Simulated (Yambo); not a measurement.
Yambo run on NaMgF3 (cubic perovskite, space group Pm-3m, No. 221). The wavefunctions are LDA (pw.x of Quantum ESPRESSO, ONCV potentials, no spin-orbit coupling) ones on a 4×4×4 mesh (20 occupied bands); a = 3.9508 Å, b = 3.9508 Å, c = 3.9508 Å, α = 90.00°, β = 90.00°, γ = 90.00°.

Yambo input:

```
rim_cut
HF_and_locXC
RandQpts= 1000000
RandGvec= 1 Ry
EXXRLvcs= 88 Ry
VXCRLvcs= 352 Ry
% QPkrange
 1 | 1 | 20 | 21 |
 3 | 3 | 20 | 21 |
 6 | 6 | 20 | 21 |
 10 | 10 | 20 | 21 |
%
```

k points by index: 1 = Γ, 3 = X, 6 = M, 10 = R.

The o-*.hf file then holds:

```
#    K-point    Band    Eo [eV]    Ehf [eV]    Vxc [eV]    Vnlxc [eV]
#
    1    20    -0.456453    -8.310765    -22.39444    -30.24876
    1    21    5.650577    10.40953    -10.16814    -5.409195
    3    20    -0.525252    -8.463117    -22.20267    -30.14053
    3    21    8.590127    13.52207    -12.35609    -7.424155
    6    20    -0.010531    -7.943291    -22.67632    -30.60908
    6    21    10.15505    15.47984    -11.96572    -6.640935
    10    20    0.000000    -7.934021    -22.70399    -30.63801
    10    21    9.965081    15.31371    -8.481981    -3.133349
```
Exchange alone, without screening.

Geometry of the Materials Project entry, not relaxed at this level.

The structure is a Materials Project entry; no match was found in the copy of COD used, and its stability was not checked.
